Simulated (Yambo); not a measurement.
```
CELL_PARAMETERS angstrom
      2.62994     1.51840     4.96848
     -2.62994     1.51840     4.96848
      0.00000    -3.03680     4.96848
ATOMIC_POSITIONS crystal
  O  0.80451 0.43770 0.03581
  O  0.19549 0.56230 0.96419
  O  0.03581 0.80451 0.43770
  O  0.96419 0.19549 0.56230
  O  0.43770 0.03581 0.80451
  O  0.56230 0.96419 0.19549
  Ti 0.84995 0.84995 0.84995
  Ti 0.15005 0.15005 0.15005
  Cd 0.63682 0.63682 0.63682
  Cd 0.36318 0.36318 0.36318
```

TiCdO3 (space group R-3, No. 148): G0W0@PBEsol in Yambo (2×2×2 Γ-centred k mesh, bands 11 to 200 and a 7 Ry block in the screening, 200 bands in G with the Bruneval-Gonze terminator, plasmon pole fitted at 27.2 eV) on wavefunctions from Quantum ESPRESSO. With the symmetry operations that carry no fractional translation, the mesh has 4 irreducible k points, and the gap F → Γ is 4.483 eV.

Task: What changes when point-group symmetry is switched off and time reversal alone is kept?

Result: The mesh then has 8 irreducible points. The exact result doesn't change; the run gives 4.486 eV, and the difference is numerical residue, whose source wasn't traced. Rough time against the symmetric run: within a factor of two for the empty bands, within a factor of two for Yambo (3 states against 4).

Spin-orbit coupling is not included.

Geometry of the Materials Project entry, not relaxed at this level.
